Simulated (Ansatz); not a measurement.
MgO:
```
CELL_PARAMETERS angstrom
      0.00000     2.07963     2.07963
      2.07963     0.00000     2.07963
      2.07963     2.07963     0.00000
ATOMIC_POSITIONS crystal
  Mg 0.50000 0.50000 0.50000
  O  0.00000 0.00000 0.00000
```

Tensor components refer to the Cartesian frame of this cell.

**Question.** Give the high-frequency dielectric tensor and the Born effective charge tensors of the independent atoms from DFPT, the program Ansatz at the LDA level (PAW).

**Answer.** 
ε∞:
```
3.18  0.00  0.00
0.00  3.18  0.00
0.00  0.00  3.18
```
Z* of atom 1 (Mg), rows: field, columns: displacement, in e:
```
1.97  0.00  0.00
0.00  1.97  0.00
0.00  0.00  1.97
```
Z* of atom 2 (O), rows: field, columns: displacement, in e:
```
-1.97   0.00   0.00
 0.00  -1.97   0.00
 0.00   0.00  -1.97
```

Space group Fm-3m (rock salt). The LDA relaxation kept the symmetry of its start. The volume moved by -42 % from the start of the relaxation.

Potentials: the later of the program's two PAW sets.
